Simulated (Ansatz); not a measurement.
Ge$_{3}$N$_{4}$ in space group Fd-3m (No. 227; Ge on 16c, Ge on 8b, N on 32e), DFT-LDA in the program Ansatz with PAW potentials, all energies at zero smearing, with the estimated change up to a 700 eV cutoff added, with one set of potentials and settings (totals compare only within such a set). Cell of 14 atoms (6 Ge, 8 N): -28287.103 eV.

```csv
element,reference phase,E (eV/atom)
Ge,"Fd-3m, 2 atoms in the cell",-4215.7216
N,"P4_2/mnm, 4 atoms in the cell",-373.6497
```

Formation energy per atom, worked out: (-28287.103 − 6×(-4215.7216) − 8×(-373.6497))/14 = -0.255 eV/atom (-25 kJ per mol of atoms), at 0 K, without zero-point energy or fitted corrections.

The LDA relaxation kept the symmetry of its start. The references are the lowest solids computed at this level, not always the standard phases (solids in place of the gases).

Potentials: the later of the program's two PAW sets.
